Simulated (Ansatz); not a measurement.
# K2ZnP2O7: checking a database structure before trusting its electric field gradients

The cell is an entry of the Crystallography Open Database (COD), taken as it stands.

```cif
data_K2ZnP2O7
_symmetry_space_group_name_H-M 'P4_2/mnm'
_symmetry_Int_Tables_number 136
_cell_length_a 7.8580
_cell_length_b 7.8580
_cell_length_c 11.3220
_cell_angle_alpha 90.000
_cell_angle_beta 90.000
_cell_angle_gamma 90.000
loop_
_atom_site_label
_atom_site_type_symbol
_atom_site_symmetry_multiplicity
_atom_site_Wyckoff_symbol
_atom_site_fract_x
_atom_site_fract_y
_atom_site_fract_z
K1 K 4 f 0.8092 0.1908 0.5000
K5 K 4 g 0.8510 0.1490 0.0000
Zn Zn 4 d 0.5000 0.0000 0.2500
P P 8 j 0.1367 0.1367 0.2844
O21 O 8 j 0.1368 0.1368 0.1545
O29 O 16 k 0.2998 0.0804 0.3363
O45 O 4 e 0.0000 0.0000 0.3302
```

One atom of each set is listed.

Method: Kohn–Sham DFT in Ansatz, PBE, plane waves and PAW, scalar-relativistic, 420 eV cutoff, Γ-centred 3×3×2 k-points, Fermi–Dirac smearing 0.02 eV.

**Question.** Do the atoms and the cell lie near the calculated equilibrium?

**Answer.** No. The largest force is 3.8 eV/Å, on atom 30 (O: 1 P at 1.48 Å, 1 Zn at 1.96 Å, angle 127°; also 2 K at 2.85–2.95 Å), and the pressure is 11.8 GPa. Such values can come from a cell under pressure, imprecise or misplaced coordinates, missing atoms or a wrong setting of the space group; the run alone doesn't tell which, and gradients calculated on this entry can't be taken for those of the compound at ambient conditions.
